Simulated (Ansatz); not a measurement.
A relaxed cell of PtSe$_{2}$ (P-3m1 (No. 164)), relaxed on a k-mesh at least as fine as the one used below. Computed with r2SCAN (plane waves to 500 eV, PAW, scalar-relativistic; Ansatz, a program for electronic structure). Γ-centred k-mesh 7×7×2 on the run's cell (coarser than for final values), Fermi–Dirac smearing 0.05 eV.

```
CELL_PARAMETERS angstrom
      3.71687     0.00000     0.00000
     -1.85843     3.21890     0.00000
      0.00000     0.00000    11.66040
ATOMIC_POSITIONS crystal
  Pt 0.00000 0.00000 0.00000
  Pt 0.00000 0.00000 0.50000
  Se 0.33333 0.66667 0.11248
  Se 0.33333 0.66667 0.61248
  Se 0.66667 0.33333 0.38752
  Se 0.66667 0.33333 0.88752
```

The atoms are displaced by (Å):

```csv
atom,ux,uy,uz
Pt1,-0.030,-0.130,-0.031
Pt2,0.005,-0.039,-0.007
Se3,0.009,-0.015,-0.074
Se4,-0.066,0.043,0.029
Se5,0.071,0.072,-0.017
Se6,0.025,0.067,-0.025
```

What forces (eV/Å) and pressure result?


| atom | Fx | Fy | Fz |
|---|---|---|---|
| Pt1 | 0.68 | 2.67 | -0.05 |
| Pt2 | -0.18 | 1.44 | 0.26 |
| Se3 | -0.39 | -0.80 | 0.58 |
| Se4 | 0.66 | -0.55 | -0.28 |
| Se5 | -0.47 | -0.88 | 0.00 |
| Se6 | -0.31 | -1.87 | -0.52 |

Pressure +1.3 GPa.

Estimate the energy cost of the displacement in the harmonic approximation and compare with the calculation.

For a harmonic well ΔE = −½ Σ F·u = 0.377 eV a cell, or 63 meV/atom. The calculated energy relative to the undisplaced cell is +0.06 eV/atom, so the harmonic estimate holds well.

No spin polarisation in the result.

The run that gave the undisplaced cell could not lose the symmetry of its start; a randomly shaken copy of 6 atoms returns to this structure.
